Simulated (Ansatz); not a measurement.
CdS built on the zincblende prototype, relaxed with r2SCAN, was run in Ansatz 0.2.0 under altered settings. All numbers are computed, without spin polarisation but where a row says otherwise.

```
CELL_PARAMETERS angstrom
0.00000 2.93921 2.93921
2.93921 0.00000 2.93921
2.93921 2.93921 0.00000
ATOMIC_POSITIONS crystal
Cd 0.00000 0.00000 0.00000
S 0.25000 0.25000 0.25000
```

The base run's other keys:
```yaml
kpoints:
  mp_grid: { grid: [4, 4, 4] }
hamiltonian:
  xc: hse06
scf:
  occupations: { method: fixed }
  n_extra_bands: 4
```

It takes 12 iterations with 965 plane waves at 420 eV and 8 k points, and leaves a mean stress of +0.36 GPa. The gap over this mesh is 2.118 eV. It ran on 4 threads of Arm Neoverse N1, on a shared host.

Outcomes, with energy and stress as changes against the base:

| setting | outcome | ΔF (meV/atom) | Δ mean stress (GPa) | gap on the mesh (eV) | iterations | wall time |
| --- | --- | --- | --- | --- | --- | --- |
| PBE hybrid, exx coeff 0.75, omega 0.5 1/Å | converged | – | -0.6 | 2.760 | 18 | 10 s |
| PBE hybrid, exx coeff 0.05, omega 0.3 1/Å | converged | – | +1.0 | 1.245 | 9 | 7.2 s |
| PBE hybrid, exx coeff 0.1, omega 0.5 1/Å | converged | – | +0.9 | 1.294 | 10 | 7.5 s |
| crystal.symmetry.detect: false | converged, warned | 0.0 | 0.0 | 2.118 | 13 | 44 s |

A dash marks a value that wasn't obtained or can't be compared. Stress is positive in compression. The base took 8.2 s.

- PBE hybrid, exx coeff 0.75, omega 0.5 1/Å. That is 75 % exact exchange, screened with ω = 0.5 1/Å, against HSE06's 25 % screened at 0.208 1/Å. The mean stress moves by -0.6 GPa and the gap on the mesh by +0.642 eV (to 2.760). Totals of different functionals aren't comparable.
- PBE hybrid, exx coeff 0.05, omega 0.3 1/Å. That is 5 % exact exchange, screened with ω = 0.3 1/Å, against HSE06's 25 % screened at 0.208 1/Å. The mean stress moves by +1.0 GPa and the gap on the mesh by -0.874 eV (to 1.245). Totals of different functionals aren't comparable.
- PBE hybrid, exx coeff 0.1, omega 0.5 1/Å. That is 10 % exact exchange, screened with ω = 0.5 1/Å, against HSE06's 25 % screened at 0.208 1/Å. The mean stress moves by +0.9 GPa and the gap on the mesh by -0.824 eV (to 1.294). Totals of different functionals aren't comparable.
- crystal.symmetry.detect: false. It converges in 13 iterations against the base's 12, on 64 k points in place of 8. This key steers the way to the solution, not the solution: the results stay as they were. Warned: hybrid solves reversed points apart.

Within 1 meV an atom, 0.1 GPa and 0.005 eV of the base stay: crystal.symmetry.detect: false.

The runs are scalar-relativistic, without spin-orbit coupling.

The program warns that its thresholds are loose for a hybrid's stress.

The meshes of the hybrids are coarse, so their gaps aren't converged to the digits shown.
